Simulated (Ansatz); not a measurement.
C in space group R-3m (No. 166; Pearson symbol hR14), r²SCAN in the plane-wave PAW code Ansatz. The conduction-band minimum lies on the F–Γ line, 27 % of the way from F, with 6 equivalent valleys. Second derivatives d²E/dk² of the lowest band at one valley (eV·Å²), along Cartesian directions:

```csv
direction,d²E/dk²
[100],12.59
[010],25.69
[001],10.46
[110],7.785
[101],13.34
[011],19.13
```

Q: Find the principal effective masses, the density-of-states mass and the conductivity mass.

A: Off-diagonal terms follow from H_xy = H[110] − (H_xx + H_yy)/2, and m*/mₑ = 7.620 eV·Å² over each eigenvalue: 0.24, 0.67, 1.5. One valley's DOS mass (m₁m₂m₃)^(1/3) = 0.62, conductivity mass 3/(Σ 1/mᵢ) = 0.47 mₑ.

Q: What effective density of states Nc follows at 300 K for parabolic valleys?

A: Nc = 2.509e19 × 6 × (0.62)^(3/2) ≈ 7.4e19 cm⁻³.

The start of the workflow was typed in or built on a structure type; the Crystallography Open Database files this formula in space group No. 166, but the cells were not matched. It is not the phase usual at ambient conditions (space group No. 194, 227). Symmetry was held in the r²SCAN relaxation; whether a distortion lowers the energy is not shown.

Potentials: the later of the program's two PAW sets.

Edges and masses are those of Kohn–Sham bands, whose gap is no quasiparticle gap.
